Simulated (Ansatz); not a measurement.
Starting cell, MgH2 (rutile):

```xyz
6
Lattice="4.5173 0.0000 0.0000 0.0000 4.5173 0.0000 0.0000 0.0000 3.0129" Properties=species:S:1:pos:R:3 pbc="T T T"
Mg     0.0000     0.0000     0.0000
Mg     2.2586     2.2586     1.5064
H      1.3751     1.3751     0.0000
H      3.6338     0.8835     1.5064
H      0.8835     3.6338     1.5064
H      3.1422     3.1422     0.0000
```

Scan: atom 5 (H, nearest neighbour Mg at 1.945 Å; its periodic images, 3.0 Å or more away, move with it) is displaced along Cartesian x, direction (1.000, 0.000, 0.000) in Cartesian axes, by s. The other atoms stay.

All values below come from PBE (plane waves to 420 eV, PAW, scalar-relativistic; Ansatz, a first-principles code). k mesh 6×6×9 (Γ-centred), Fermi-Dirac smearing 0.05 eV. E stands for the smeared free energy. Stress and pressure are positive under compression. F∥ is the force on the atom along that direction. F⊥ is the part of the force across the line. MgH2 was relaxed with its symmetry unable to fall. ΔE is measured from the undisplaced structure.

```json
[
 {"s (Å)": "-0.580", "ΔE (meV/cell)": "480", "|F⊥| (eV/Å)": "1.000", "F∥ (eV/Å)": "1.424", "P (GPa)": "1.59"},
 {"s (Å)": "-0.464", "ΔE (meV/cell)": "324", "|F⊥| (eV/Å)": "0.847", "F∥ (eV/Å)": "1.253", "P (GPa)": "1.18"},
 {"s (Å)": "-0.348", "ΔE (meV/cell)": "191", "|F⊥| (eV/Å)": "0.668", "F∥ (eV/Å)": "1.022", "P (GPa)": "0.78"},
 {"s (Å)": "-0.232", "ΔE (meV/cell)": "89", "|F⊥| (eV/Å)": "0.468", "F∥ (eV/Å)": "0.734", "P (GPa)": "0.42"},
 {"s (Å)": "-0.116", "ΔE (meV/cell)": "23", "|F⊥| (eV/Å)": "0.248", "F∥ (eV/Å)": "0.391", "P (GPa)": "0.14"},
 {"s (Å)": "0.000", "ΔE (meV/cell)": "0", "|F⊥| (eV/Å)": "0.000", "F∥ (eV/Å)": "0.000", "P (GPa)": "0.00"},
 {"s (Å)": "0.116", "ΔE (meV/cell)": "25", "|F⊥| (eV/Å)": "0.287", "F∥ (eV/Å)": "-0.431", "P (GPa)": "0.01"},
 {"s (Å)": "0.232", "ΔE (meV/cell)": "101", "|F⊥| (eV/Å)": "0.630", "F∥ (eV/Å)": "-0.891", "P (GPa)": "0.20"},
 {"s (Å)": "0.348", "ΔE (meV/cell)": "232", "|F⊥| (eV/Å)": "1.048", "F∥ (eV/Å)": "-1.367", "P (GPa)": "0.59"},
 {"s (Å)": "0.464", "ΔE (meV/cell)": "418", "|F⊥| (eV/Å)": "1.560", "F∥ (eV/Å)": "-1.839", "P (GPa)": "1.16"},
 {"s (Å)": "0.580", "ΔE (meV/cell)": "658", "|F⊥| (eV/Å)": "2.175", "F∥ (eV/Å)": "-2.280", "P (GPa)": "1.91"}
]
```

Key numbers:

| Quantity | Value |
|---|---|
| Energy at s = 0.580 Å | 658 meV/cell |
| Force along the line at s = -0.580 Å | 1.42 eV/Å |
| Symmetry of the curve | not even: the positive side lies higher at ±0.580 Å |
| Shape of the curve | a single well with its minimum at or next to zero displacement |
| Force constant k = d²E/ds² at s = 0 (finite differences) | 3.56 eV/Å² |
| Harmonic estimate at the end of the scan | ½ks² = 598 meV/cell against the computed 658 meV/cell, so the well is stiffer than harmonic there |

The 11 points together took roughly 80 core-seconds.

(A displaced cell: forces are minus the slopes of the energy, force constants its curvatures, and phonons follow from these.)
